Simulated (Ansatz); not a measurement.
Li₂MgNb₄O₁₂:
```
CELL_PARAMETERS angstrom
     -5.16537     0.00000     0.00000
     -2.58816     2.10674     8.52427
     -2.56867     4.88831     0.00000
ATOMIC_POSITIONS crystal
  Li 0.67264 0.11449 0.54114
  Li 0.92026 0.36270 0.80332
  Mg 0.18314 0.60151 0.03471
  Nb 0.74634 0.76224 0.74555
  Nb 0.25001 0.24015 0.25935
  Nb 0.50699 0.50316 0.49715
  Nb 0.99780 0.99834 0.99888
  O  0.14759 0.68092 0.64131
  O  0.66442 0.19177 0.11461
  O  0.63332 0.57457 0.74796
  O  0.14056 0.07776 0.22685
  O  0.78016 0.94864 0.84999
  O  0.27290 0.45153 0.36318
  O  0.74466 0.89031 0.41086
  O  0.22146 0.39098 0.93261
  O  0.73682 0.63327 0.17081
  O  0.22150 0.14026 0.67023
  O  0.28208 0.81377 0.97960
  O  0.78679 0.32049 0.49619
```

Relaxed with r²SCAN. Special points in fractions of this cell's reciprocal vectors: Γ (0.000, 0.000, 0.000); X (0.500, 0.000, 0.000); Y (0.000, 0.500, 0.000); Z (0.000, 0.000, 0.500); R (0.500, 0.500, 0.500); T (0.000, 0.500, 0.500); U (0.500, 0.000, 0.500); V (0.500, 0.500, 0.000).

Task: List the band energies nearest the valence-band maximum at these points for DFT-r²SCAN in the program Ansatz with PAW potentials.

Result: In eV from the valence-band maximum; about four levels below and three above (degenerate sets whole), none deeper than 8.9 eV; points with the same levels are listed once.

| k | below | above |
|---|---|---|
| Γ | -0.24 -0.12 -0.04 0.00 | 3.92 4.05 4.14 |
| X | -0.44 -0.33 -0.14 -0.08 | 3.86 4.17 4.32 |
| Y | -0.23 -0.18 -0.09 -0.01 | 3.95 4.02 4.11 |
| Z | -0.44 -0.34 -0.18 -0.06 | 4.22 4.46 4.66 |
| R | -0.35 -0.31 -0.13 -0.03 | 3.88 4.20 4.42 |
| T | -0.33 -0.31 -0.29 -0.09 | 4.03 4.53 4.83 |
| U | -0.30 -0.27 -0.15 -0.09 | 4.02 4.28 4.44 |
| V | -0.30 -0.26 -0.15 -0.10 | 3.97 4.32 4.37 |

Space group P1. The start of the workflow was typed in or built on a structure type; neither database checked (COD, Materials Project) lists it. Whether it is the stable phase at ambient conditions was not checked. The r²SCAN relaxation kept the symmetry of its start; whether a distortion lowers the energy is not shown. The run is not spin-polarised. Spin–orbit coupling is left out wherever it is not named.

Potentials: the later of the program's two PAW sets.
